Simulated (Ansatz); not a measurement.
Input file for Ansatz (a program for electronic structure):

Ansatz 0.2 input:
```yaml
crystal:
  lattice:
    - [4.0536739413, 0.0, 0.0]
    - [-2.0268369706, 3.5105846118, 0.0]
    - [0.0, 0.0, 19.1769497122]
  atoms:
    - { symbol: Se, position: [0.6666666667, 0.3333333333, 0.9964507637] }
    - { symbol: In, position: [0.0, 0.0, 0.0672704955] }
    - { symbol: Se, position: [0.3333333333, 0.6666666667, 0.1519729921] }
    - { symbol: In, position: [0.3333333333, 0.6666666667, 0.2849977986] }
    - { symbol: Se, position: [0.6666666667, 0.3333333333, 0.3488197082] }
    - { symbol: Se, position: [0.0, 0.0, 0.492903312] }
    - { symbol: In, position: [0.3333333333, 0.6666666667, 0.5636644408] }
    - { symbol: Se, position: [0.6666666667, 0.3333333333, 0.6483733159] }
    - { symbol: In, position: [0.6666666667, 0.3333333333, 0.7814115976] }
    - { symbol: Se, position: [0.0, 0.0, 0.8450515757] }
kpoints:
  mp_grid: { grid: [6, 6, 2] }
  band_path:
    path:
      - [[0.0, 0.0, 0.0], [0.5, 0.0, 0.0], [0.3333333333, 0.3333333333, 0.0], [0.0, 0.0, 0.0], [0.0, 0.0, 0.5], [0.5, 0.0, 0.5], [0.3333333333, 0.3333333333, 0.5], [0.0, 0.0, 0.5]]  # Γ-M-K-Γ-A-L-H-A
      - [[0.5, 0.0, 0.5], [0.5, 0.0, 0.0]]  # L-M
      - [[0.3333333333, 0.3333333333, 0.5], [0.3333333333, 0.3333333333, 0.0]]  # H-K
      - [VBM, CBM]
    npoints: 8
basis: { xc_grid: 2 }
hamiltonian:
  xc: pbe
  dispersion: d3bj
  pseudopotentials: { kind: paw }
magnetization: { noncollinear: true, spin_orbit: true }
scf:
  n_extra_bands: 20
  convergence: { dr2_threshold: 0.0000000001 }
  occupations: { method: gaussian, width: 0.01 }
checkpoint: { write: soc.run }
output: { eigenvalues: true }
```

Output (shortened):

```
Pseudopotential: Se, paw_fr, valence charge 16
Pseudopotential: In, paw_fr, valence charge 13
Functional definition: PBE
non-collinear run that drives no moment, with spin-orbit …
Crystal: 10 atoms, lattice volume = 272.903 Å³
Basis set: ecut = 420 eV, 5345 PW (Γ), exchange–correlation on 60×60×270 points (8 copies of the dense FFT grid, shifted against one another)
Bands: 168, of which v1, the nominal top of the filled ones, is band 148 counted from 1 (147 counted from 0)
Symmetry: 6 space group operations + 6 with time reversal
k-points: 14 of 72 (time reversal used)
Projection manifold: j_resolved (fully-relativistic pseudo-atomic orbitals)
SCF iter   1: F=—  HF=-55224.743046 eV  |F-HF|=—  |Δ(HF+E_count)|=         —  Δρ=3.95e-2  dr2=8.78e0  dr2_m=0.00e0 (ungated)  ethr=3.10e-3  |M|=0.00e0 ∫|m|=0.00e0 μB  |m|>n=0.0e0 m-floor=0.0e0 τ_xc=0.0e0  β_m=0.30  ⟨swp⟩=7.0  Hψ=10340  notcnv=0  defer=15
preconditioner: auto → Resta (q_TF=auto, 2.464 Å⁻¹)
spin=Noncollinear: Resta preconditioning applied to the charge; magnetization (m_x, m_y, m_z) channels mix plain (no charge-response kernel on spin).
SCF iter   2: F=—  HF=-55223.369975 eV  |F-HF|=—  |Δ(HF+E_count)|=    1.37e0  Δρ=2.53e-2  dr2=2.13e0  dr2_m=0.00e0 (ungated)  ethr=3.10e-3  |M|=0.00e0 ∫|m|=0.00e0 μB  |m|>n=0.0e0 m-floor=0.0e0 τ_xc=0.0e0  β_m=0.46  ⟨swp⟩=2.1  Hψ=2934  notcnv=0  defer=172
SCF iter   3: F=—  HF=-55222.825916 eV  |F-HF|=—  |Δ(HF+E_count)|=   5.44e-1  Δρ=9.27e-3  dr2=2.01e-1  dr2_m=0.00e0 (ungated)  ethr=1.44e-3  |M|=0.00e0 ∫|m|=0.00e0 μB  |m|>n=0.0e0 m-floor=0.0e0 τ_xc=0.0e0  β_m=0.60  ⟨swp⟩=2.0  Hψ=2712  notcnv=0  defer=172
SCF iter   4: F=—  HF=-55222.771800 eV  |F-HF|=—  |Δ(HF+E_count)|=   5.41e-2  Δρ=1.88e-3  dr2=1.36e-2  dr2_m=0.00e0 (ungated)  ethr=1.36e-4  |M|=0.00e0 ∫|m|=0.00e0 μB  |m|>n=0.0e0 m-floor=0.0e0 τ_xc=0.0e0  β_m=0.65  ⟨swp⟩=2.9  Hψ=4446  notcnv=0  defer=172
SCF iter   5: F=—  HF=-55222.774878 eV  |F-HF|=—  |Δ(HF+E_count)|=   3.08e-3  Δρ=7.16e-4  dr2=2.14e-3  dr2_m=0.00e0 (ungated)  ethr=9.16e-6  |M|=0.00e0 ∫|m|=0.00e0 μB  |m|>n=0.0e0 m-floor=0.0e0 τ_xc=0.0e0  β_m=0.77  ⟨swp⟩=2.0  Hψ=4290  notcnv=0  defer=172
SCF iter   6: F=—  HF=-55222.776814 eV  |F-HF|=—  |Δ(HF+E_count)|=   1.94e-3  Δρ=2.70e-4  dr2=7.73e-4  dr2_m=0.00e0 (ungated)  ethr=1.45e-6  |M|=0.00e0 ∫|m|=0.00e0 μB  |m|>n=0.0e0 m-floor=0.0e0 τ_xc=0.0e0  β_m=0.76  ⟨swp⟩=2.0  Hψ=4248  notcnv=0  defer=172
SCF iter   7: F=—  HF=-55222.777078 eV  |F-HF|=—  |Δ(HF+E_count)|=   2.64e-4  Δρ=1.45e-4  dr2=4.83e-4  dr2_m=0.00e0 (ungated)  ethr=5.22e-7  |M|=0.00e0 ∫|m|=0.00e0 μB  |m|>n=0.0e0 m-floor=0.0e0 τ_xc=0.0e0  β_m=0.67  ⟨swp⟩=2.0  Hψ=2872  notcnv=0  defer=172
SCF iter   8: F=—  HF=-55222.777105 eV  |F-HF|=—  |Δ(HF+E_count)|=   2.76e-5  Δρ=5.86e-5  dr2=2.10e-5  dr2_m=0.00e0 (ungated)  ethr=3.26e-7  |M|=0.00e0 ∫|m|=0.00e0 μB  |m|>n=0.0e0 m-floor=0.0e0 τ_xc=0.0e0  β_m=0.73  ⟨swp⟩=1.9  Hψ=2566  notcnv=0  defer=172
SCF iter  15: F=-55222.777211 eV  HF=-55222.777211 eV  |F-HF|=7.28e-11  |Δ(HF+E_count)|=  1.89e-10  Δρ=1.09e-7  dr2=4.14e-11  dr2_m=0.00e0 (ungated)  ethr=1.00e-12  |M|=0.00e0 ∫|m|=0.00e0 μB  |m|>n=0.0e0 m-floor=0.0e0 τ_xc=0.0e0  ⟨swp⟩=10.1  Hψ=9748  notcnv=0
SCF 1 converged in 15 iterations: F = -55222.777211 eV  dr2 = 4.14e-11
NSCF: frozen V_eff on 34 k-points
NSCF: frozen V_eff on 34 k-points
NSCF: frozen V_eff on 34 k-points
NSCF: frozen V_eff on 26 k-points
NSCF: frozen V_eff on 18 k-points
NSCF: frozen V_eff on 8 k-points
NSCF: frozen V_eff on 18 k-points
NSCF: frozen V_eff on 8 k-points
NSCF: frozen V_eff on 18 k-points
NSCF: frozen V_eff on 6 k-points
NSCF: frozen V_eff on 14 k-points
NSCF: frozen V_eff on 5 k-points
NSCF: frozen V_eff on 84 k-points
SCF converged after 15 iterations
Magnetization: |M| = 0.0000 μB,  M = (+0.0000, +0.0000, +0.0000) μB
Absolute magnetization: 0.0000 μB (∫|m|)
  site 0: m = (+0.0000, +0.0000, +0.0000) μB, |m| = 0.0000 μB  (R = 1.12 Å)
  site 1: m = (+0.0000, +0.0000, +0.0000) μB, |m| = 0.0000 μB  (R = 1.12 Å)
  site 2: m = (+0.0000, +0.0000, +0.0000) μB, |m| = 0.0000 μB  (R = 1.05 Å)
  site 3: m = (+0.0000, +0.0000, +0.0000) μB, |m| = 0.0000 μB  (R = 1.05 Å)
  site 4: m = (+0.0000, +0.0000, +0.0000) μB, |m| = 0.0000 μB  (R = 1.09 Å)
  site 5: m = (+0.0000, +0.0000, +0.0000) μB, |m| = 0.0000 μB  (R = 1.12 Å)
  site 6: m = (+0.0000, +0.0000, +0.0000) μB, |m| = 0.0000 μB  (R = 1.12 Å)
  site 7: m = (+0.0000, +0.0000, +0.0000) μB, |m| = 0.0000 μB  (R = 1.05 Å)
  site 8: m = (+0.0000, +0.0000, +0.0000) μB, |m| = 0.0000 μB  (R = 1.05 Å)
  site 9: m = (+0.0000, +0.0000, +0.0000) μB, |m| = 0.0000 μB  (R = 1.09 Å)
Free energy (F): -55222.777211 eV
Harris-Foulkes:  -55222.777211 eV  (|F-HF|=7.28e-11)
Internal energy: -55222.777211 eV  (E = F + TS)
E sigma→0 (E₀):  -55222.777211 eV
Fermi energy:    7.486427 eV
--- Per-component energies (eV) ---
  E_band       = -2536.099481
  E_kinetic    = 1684.937932
  E_local      = -20407.664914  (includes V_loc(G=0)·N_el)
  E_nonlocal   = -2100.475555
  E_hartree    = 9590.928482
  E_xc         = -1484.647304
  E_vxc        = -983.990777  (∫ρ·V_xc dr)
  E_paw        = -28104.793826  (= ΣΔE_a)
  E_vpaw       = 89.240628  (= ΣTr[D̂ρ^β])
  E_aug_tail   = -0.003477  (compensation charges beyond the density's cutoff)
  E_ewald      = -14397.834494
  E_disp       = -3.224054  (pairwise vdW)
  E_smearing   =  0.000000  (= −TS)
  E_closure    =  0.000000  (closes the sum)
  Σ components = -55222.777211   (vs F -55222.777211, Δ=0.00e0)
  [band-id]    e_kinetic+e_local+e_nonlocal+2·e_hartree+e_vxc+e_vpaw+e_augmentation_tail = -2536.099199   (vs E_band -2536.099481, Δ=2.82e-4)
--- Band table (eV; the first three rows and the last of 14) ---
  k-point 0: bands = ["-40.6596", "-40.6596", "-40.6295", "-40.6295", "-40.6061", "-40.6061", "-40.5777", "-40.5777", "-40.0735", "-40.0735", "-39.9997", "-39.9997", "-39.9821", "-39.9821", "-39.9080", "-39.9080", "-39.7725", "-39.7725", "-39.7465", …
  k-point 1: bands = ["-40.6596", "-40.6596", "-40.6295", "-40.6295", "-40.6061", "-40.6061", "-40.5777", "-40.5777", "-40.0735", "-40.0735", "-39.9997", "-39.9997", "-39.9821", "-39.9821", "-39.9080", "-39.9080", "-39.7725", "-39.7725", "-39.7465", …
  k-point 2: bands = ["-40.6596", "-40.6596", "-40.6295", "-40.6294", "-40.6060", "-40.6060", "-40.5777", "-40.5777", "-40.0734", "-40.0734", "-39.9997", "-39.9997", "-39.9821", "-39.9821", "-39.9080", "-39.9080", "-39.7725", "-39.7725", "-39.7465", …
  k-point 13: bands = ["-40.6595", "-40.6595", "-40.6294", "-40.6294", "-40.6060", "-40.6060", "-40.5777", "-40.5777", "-40.0734", "-40.0734", "-39.9997", "-39.9997", "-39.9820", "-39.9820", "-39.9079", "-39.9079", "-39.7723", "-39.7723", "-39.7465", …
```

Cost: very roughly 40 core-minutes on shared cores.

Space group P3m1. The start of the workflow was typed in or built on a structure type; neither database checked (COD, Materials Project) lists it. COD files the formula under space group No. 160, 166, 169, 170. Whether it is the stable phase at ambient conditions was not checked. The cell was relaxed with PBE+D3(BJ) under the symmetry of its start; its stability against distortions is not shown here.

Potentials: the later of the program's two PAW sets.

Ansatz is a plane-wave DFT program.
